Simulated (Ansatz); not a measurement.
GeSe, in the lowest of the structures calculated here: Pnma (No. 62), oP8, AFLOW prototype AB_oP8_62_c_c (B29, as in SnS); a = 11.209 Å, b = 3.879 Å, c = 4.539 Å, α = β = γ = 90.00°; Ge 4c (0.127, 0.250, 0.121); Se 4c (0.353, 0.250, 0.001). The numbers are results of PBE (plane waves to 420 eV, PAW, scalar-relativistic; Ansatz, a first-principles code), not measurements. Element references, the lowest calculated here: Ge (Fd-3m), Se (P3₁21).

Problem. What is the computed formation energy of this Pnma form of GeSe from the elements (PBE)?

Solution. -0.23 eV/atom.

Static energies, no anion corrections, no zero-point energy. Values are rounded to 0.01 eV/atom. The compounds carry no spin polarisation.
